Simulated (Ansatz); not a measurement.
Molecular dynamics on a 2×2×1 supercell (16 atoms) of CdS (wurtzite), relaxed with r2SCAN. Forces come from r2SCAN in Ansatz 0.2.0: a Nosé-Hoover thermostat at fixed volume, 1300 K, steps of 3 fs. Computed, non-magnetic; the trajectory is short and the cell small, so nothing here is a converged average.

```yaml
crystal:
  lattice:
    - [8.3292025366, -1.0e-10, 0.0]
    - [-4.1646012683, 7.21330099, 0.0]
    - [0.0, 0.0, 6.7660104976]
  atoms:
    - { symbol: Cd, position: [0.1666666667, 0.3333333333, -0.0009631151] }
    - { symbol: Cd, position: [0.3333333333, 0.1666666667, 0.4990368849] }
    - { symbol: S, position: [0.1666666667, 0.3333333333, 0.3759631151] }
    - { symbol: S, position: [0.3333333333, 0.1666666667, 0.8759631151] }
    - { symbol: Cd, position: [0.1666666667, 0.8333333333, -0.0009631151] }
    - { symbol: Cd, position: [0.3333333333, 0.6666666667, 0.4990368849] }
    - { symbol: S, position: [0.1666666667, 0.8333333333, 0.3759631151] }
    - { symbol: S, position: [0.3333333333, 0.6666666667, 0.8759631151] }
    - { symbol: Cd, position: [0.6666666667, 0.3333333333, -0.0009631151] }
    - { symbol: Cd, position: [0.8333333333, 0.1666666667, 0.4990368849] }
    - { symbol: S, position: [0.6666666667, 0.3333333333, 0.3759631151] }
    - { symbol: S, position: [0.8333333333, 0.1666666667, 0.8759631151] }
    - { symbol: Cd, position: [0.6666666667, 0.8333333333, -0.0009631151] }
    - { symbol: Cd, position: [0.8333333333, 0.6666666667, 0.4990368849] }
    - { symbol: S, position: [0.6666666667, 0.8333333333, 0.3759631151] }
    - { symbol: S, position: [0.8333333333, 0.6666666667, 0.8759631151] }
kpoints:
  mp_grid: { grid: [3, 3, 2] }
hamiltonian:
  xc: r2scan
scf:
  occupations: { method: fermi_dirac, width: 0.112 }
md:
  ensemble: nvt_nose_hoover
  temperature: 1300
  timestep: 3.0
  n_steps: 30
  initial_velocities: maxwell_boltzmann
  seed: 1344
```

Run as `ansatz run input.yaml --threads 4 --pin off --max-ram 3686MiB --backend cpu --events-out ev --progress --plain --runs-dir out`. It ended after 7.7 min on 4 threads of Arm Neoverse N1, with other jobs on the host; peak host memory 2.5 GiB.

| step | t (fs) | T (K) | free energy F from step 0 (meV/atom) | kinetic energy (meV/atom) | largest force (eV/Å) |
| --- | --- | --- | --- | --- | --- |
| 0 | 0 | 1300 | 0.0 | 157.5 | 0.00 |
| 1 | 3 | 1287 | 1.6 | 155.9 | 0.32 |
| 2 | 6 | 1248 | 6.3 | 151.3 | 0.64 |
| 3 | 9 | 1187 | 13.8 | 143.8 | 0.96 |
| 4 | 12 | 1107 | 23.5 | 134.2 | 1.26 |
| 5 | 15 | 1016 | 34.7 | 123.1 | 1.54 |
| 6 | 18 | 920 | 46.5 | 111.5 | 1.78 |
| 7 | 21 | 829 | 57.7 | 100.5 | 1.99 |
| 8 | 24 | 751 | 67.4 | 91.0 | 2.14 |
| 9 | 27 | 692 | 74.9 | 83.8 | 2.19 |
| 10 | 30 | 655 | 79.7 | 79.4 | 2.12 |

The temperature goes from 1300 K to 655 K in 30 fs. The thermostat hasn't had time to restore it. The atoms start on their lattice sites with kinetic energy alone, so much of it first passes into potential energy. By the last step the atoms have moved 0.17 Å in the root mean square, the drift of the whole cell taken out, 0.27 Å at most. The job's limit cut the run after 10 of 30 steps.

Positions (Å) and forces (eV/Å) at step 10:
```
Cd  -0.168   2.378  -0.011     0.320   0.193   0.134
Cd   2.226   1.255   3.441    -0.486  -0.019  -0.112
S   -0.069   2.413   2.555     1.157  -0.893  -0.525
S    2.027   1.391   5.934    -0.583  -1.050   0.154
Cd  -2.206   5.999   0.002     0.019   0.176  -0.060
Cd   0.048   4.625   3.354     0.250   1.735   0.538
S   -1.977   6.117   2.587    -0.036  -0.548  -0.155
S   -0.088   4.764   6.026     0.299   0.574  -0.487
Cd   4.207   2.271  -0.139    -1.357   0.973   1.030
Cd   6.244   1.439   3.368    -0.270  -1.300   0.413
S    4.206   2.422   2.487    -0.250  -0.015  -0.380
S    6.109   1.190   5.965     1.691  -0.757  -1.032
Cd   2.092   6.115   0.065    -0.044  -1.145  -0.028
Cd   4.217   4.763   3.371     1.060  -0.006   0.140
S    2.344   5.955   2.569    -1.828   0.998  -0.118
S    4.103   4.634   5.864     0.058   1.082   0.488
```
